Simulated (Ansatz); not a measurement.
The relaxed structure here is a generated cell of CoSn: the first start was made by placing the elements on the sites of a structure type, and the end was not matched to a known phase here, so it may be hypothetical. Known forms of CoSn include space group No. 191.

One stationary structure of CoSn. Calculation: r2SCAN (plane waves to 500 eV, PAW, scalar-relativistic; Ansatz, a program for electronic structure).

```xyz
2
Lattice="-1.5124 2.0712 2.6560 1.5124 -2.0712 2.6560 1.5124 2.0712 -2.6560" Properties=species:S:1:pos:R:3 pbc="T T T"
Sn     0.0000     0.0000     0.0000
Co     0.0000     0.0000     2.6560
```

Task: Find the space group and the Wyckoff positions (tolerance 0.01 Å).

Result: Space group Immm (No. 71); a = 3.025 Å, b = 4.142 Å, c = 5.312 Å, α = β = γ = 90.00°

```tsv
atom	site	symmetry	x	y	z
Sn	2a	mmm	0.0000	0.0000	0.0000
Co	2c	mmm	0.0000	0.0000	0.5000
```

Task: Give the shortest distances between elements (the closest pairs, up to four, under 3.6 Å).

Result: Co–Sn 2.56 Å; Sn–Sn 3.02 Å; Co–Co 3.02 Å.

```yaml
volume_per_atom: 16.64 Å³
band_gap: no gap (metallic)
magnetic_moment: zero (the starting moments vanished)
```

No spin polarisation in the result: the starting moments vanished. A magnetic state may lie lower.

The run could not lose the symmetry of its start: the end is stationary, and may be a saddle point rather than a minimum.
